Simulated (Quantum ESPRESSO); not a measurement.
## Ge2Si5 (input and log of a self-consistent run)

Computed values, not a measurement. The program is pw.x of Quantum ESPRESSO 7.5 (plane-wave density functional theory). The cell is made up: 7 atoms on a zincblende/diamond lattice with one site empty, with randomly drawn elements, strain and displacements, not relaxed. PseudoDojo standard norm-conserving files (v0.5 for PBE, v0.4.1 for LDA and PBEsol) set the functional; there is no spin polarisation, spin-orbit coupling or dispersion term, and the masses in the input are unused placeholders. A spin-polarised start on this cell or one of its family kept no moment.

Input:

```
&control calculation='scf', pseudo_dir='./dojo.nc.sr.pbe.v0_5.standard.upf', outdir='./o', disk_io='medium', tprnfor=.true., tstress=.true. /
&system ibrav=0, nat=7, ntyp=2, nbnd=34, ecutwfc=77.98206166, nosym=.true., tot_charge=0,
 occupations='smearing', smearing='fd', degauss=0.0073498644
/
&electrons conv_thr=7.350e-09, electron_maxstep=60, /
ATOMIC_SPECIES
Ge 1.0 Ge.upf
Si 1.0 Si.upf
CELL_PARAMETERS angstrom
5.3668 -0.0579 -0.002
-0.0579 5.4125 0.0259
-0.002 0.0259 5.4447
ATOMIC_POSITIONS angstrom
Ge -0.0188 -0.0206 -0.1052
Si 0.0461 2.7958 2.7316
Si 2.6376 0.0245 2.7672
Si 2.7002 2.7 0.0355
Ge 1.3676 1.3827 1.4323
Si 4.1046 1.3164 4.1535
Si 3.9373 3.9684 1.3729
K_POINTS automatic
6 6 6 1 1 1
```

The log is shortened where brackets say so; the opening notice, blank lines, dates and the lines on written files are dropped, and the path of the files is cut. It prints rydbergs, bohrs and kilobars, and counts compression as positive stress.

```
     Program PWSCF v.7.5
     Parallel version (MPI & OpenMP), running on       1 processor cores
     Number of MPI processes:                 1
     Threads/MPI process:                     1
     [start-up lines left out]
     bravais-lattice index     =            0
     lattice parameter (alat)  =      10.1424  a.u.
     unit-cell volume          =    1067.1460 (a.u.)^3
     number of atoms/cell      =            7
     number of atomic types    =            2
     number of electrons       =        48.00
     number of Kohn-Sham states=           34
     kinetic-energy cutoff     =      77.9821  Ry
     charge density cutoff     =     311.9282  Ry
     scf convergence threshold =      7.3E-09
     mixing beta               =       0.7000
     number of iterations used =            8  plain     mixing
     Exchange-correlation= PBE
                           (   1   4   3   4   0   0   0)
     [axes and pseudopotential details left out]
   Cartesian axes
     site n.     atom                  positions (alat units)
         1        Ge     tau(   1) = (  -0.0035028  -0.0038382  -0.0196009  )
         2        Si     tau(   2) = (   0.0085893   0.5209132   0.5089515  )
         3        Si     tau(   3) = (   0.4914374   0.0045648   0.5155845  )
         4        Si     tau(   4) = (   0.5031010   0.5030638   0.0066144  )
         5        Ge     tau(   5) = (   0.2548111   0.2576246   0.2668660  )
         6        Si     tau(   6) = (   0.7647687   0.2452715   0.7738798  )
         7        Si     tau(   7) = (   0.7335974   0.7393920   0.2557986  )
     number of k points=   108  Fermi-Dirac smearing, width (Ry)=  0.0073
     Number of k-points >= 100: set verbosity='high' to print them.
     Dense  grid:    99317 G-vectors     FFT dimensions: (  60,  60,  60)
     Estimated max dynamical RAM per process >     118.32 MB
     Initial potential from superposition of free atoms
     starting charge      47.9953, renormalised to      48.0000
     Starting wfcs are   38 randomized atomic wfcs
     total cpu time spent up to now is       25.5 secs
     per-process dynamical memory:    96.3 Mb
     Self-consistent Calculation
     iteration #  1     ecut=    77.98 Ry     beta= 0.70
     Davidson diagonalization with overlap
     ethr =  1.00E-02,  avg # of iterations =  3.9
     Threshold (ethr) on eigenvalues was too large:
     Diagonalizing with lowered threshold
     Davidson diagonalization with overlap
     ethr =  3.34E-04,  avg # of iterations =  6.1
     total cpu time spent up to now is      200.0 secs
     total energy              =    -399.32347788 Ry
     estimated scf accuracy    <       0.18463791 Ry
     iteration #  2     ecut=    77.98 Ry     beta= 0.70
     Davidson diagonalization with overlap
     ethr =  3.85E-04,  avg # of iterations =  2.0
     total cpu time spent up to now is      277.9 secs
     total energy              =    -399.33818121 Ry
     estimated scf accuracy    <       0.06528787 Ry
     iteration #  3     ecut=    77.98 Ry     beta= 0.70
     Davidson diagonalization with overlap
     ethr =  1.36E-04,  avg # of iterations =  2.1
     total cpu time spent up to now is      350.6 secs
     total energy              =    -399.35404668 Ry
     estimated scf accuracy    <       0.01635213 Ry
     iteration #  4     ecut=    77.98 Ry     beta= 0.70
     Davidson diagonalization with overlap
     ethr =  3.41E-05,  avg # of iterations =  3.9
     total cpu time spent up to now is      437.0 secs
     total energy              =    -399.35699857 Ry
     estimated scf accuracy    <       0.00524116 Ry
     iteration #  5     ecut=    77.98 Ry     beta= 0.70
     Davidson diagonalization with overlap
     ethr =  1.09E-05,  avg # of iterations =  4.3
     total cpu time spent up to now is      536.0 secs
     total energy              =    -399.35800801 Ry
     estimated scf accuracy    <       0.00008290 Ry
     iteration #  6     ecut=    77.98 Ry     beta= 0.70
     Davidson diagonalization with overlap
     ethr =  1.73E-07,  avg # of iterations =  6.7
     total cpu time spent up to now is      680.8 secs
     total energy              =    -399.35803501 Ry
     estimated scf accuracy    <       0.00002470 Ry
     iteration #  7     ecut=    77.98 Ry     beta= 0.70
     Davidson diagonalization with overlap
     ethr =  5.15E-08,  avg # of iterations =  2.0
     total cpu time spent up to now is      776.5 secs
     total energy              =    -399.35804030 Ry
     estimated scf accuracy    <       0.00000401 Ry
     iteration #  8     ecut=    77.98 Ry     beta= 0.70
     Davidson diagonalization with overlap
     ethr =  8.36E-09,  avg # of iterations =  2.0
     total cpu time spent up to now is      876.1 secs
     total energy              =    -399.35804110 Ry
     estimated scf accuracy    <       0.00000047 Ry
     iteration #  9     ecut=    77.98 Ry     beta= 0.70
     Davidson diagonalization with overlap
     ethr =  9.77E-10,  avg # of iterations =  2.0
     total cpu time spent up to now is      964.7 secs
     total energy              =    -399.35804122 Ry
     estimated scf accuracy    <       0.00000006 Ry
     iteration # 10     ecut=    77.98 Ry     beta= 0.70
     Davidson diagonalization with overlap
     ethr =  1.20E-10,  avg # of iterations =  2.4
     total cpu time spent up to now is     1060.1 secs
     End of self-consistent calculation
     Number of k-points >= 100: set verbosity='high' to print the bands.
     the Fermi energy is     6.4217 ev
!    total energy              =    -399.35804124 Ry
     estimated scf accuracy    <          3.8E-09 Ry
     smearing contrib. (-TS)   =      -0.00563155 Ry
     internal energy E=F+TS    =    -399.35240969 Ry
     The total energy is F=E-TS. E is the sum of the following terms:
     one-electron contribution =    -252.09100264 Ry
     hartree contribution      =     150.97064209 Ry
     xc contribution           =    -102.47395909 Ry
     ewald contribution        =    -195.75809004 Ry
     convergence has been achieved in  10 iterations
     Forces acting on atoms (cartesian axes, Ry/au):
     atom    1 type  1   force =     0.06282128   -0.05741886    0.05248590
     atom    2 type  2   force =    -0.01817463    0.01277045    0.03011512
     atom    3 type  2   force =     0.03667317   -0.04336454    0.02074931
     atom    4 type  2   force =    -0.01062386   -0.02216105   -0.04826648
     atom    5 type  1   force =    -0.02434411   -0.00392087   -0.03231923
     atom    6 type  2   force =    -0.06237372    0.06799342   -0.06210941
     atom    7 type  2   force =     0.01602186    0.04610145    0.03934481
     Total force =     0.189583     Total SCF correction =     0.000300
     Computing stress (Cartesian axis) and pressure
          total   stress  (Ry/bohr**3)                   (kbar)     P=       21.98
   0.00017667  -0.00007622   0.00021485           25.99      -11.21       31.60
  -0.00007622   0.00016714  -0.00018464          -11.21       24.59      -27.16
   0.00021485  -0.00018464   0.00010438           31.60      -27.16       15.35
     init_run     :     23.51s CPU     25.38s WALL (       1 calls)
     electrons    :    969.95s CPU   1034.66s WALL (       1 calls)
     forces       :     17.05s CPU     17.35s WALL (       1 calls)
     stress       :     72.00s CPU     72.37s WALL (       1 calls)
     [timing details left out]
     PWSCF        :  18m 3.48s CPU  19m14.61s WALL
     JOB DONE.
```

In other units: free energy -5433.543 eV for the cell, pressure 2.20 GPa, largest force component 1.748 eV/Å. A rerun of this cell at 1347 eV and a 8 x 8 x 8 mesh moved values by no more than 0.009 eV in energy, 0.04 GPa in stress and 0.007 eV/Å in force.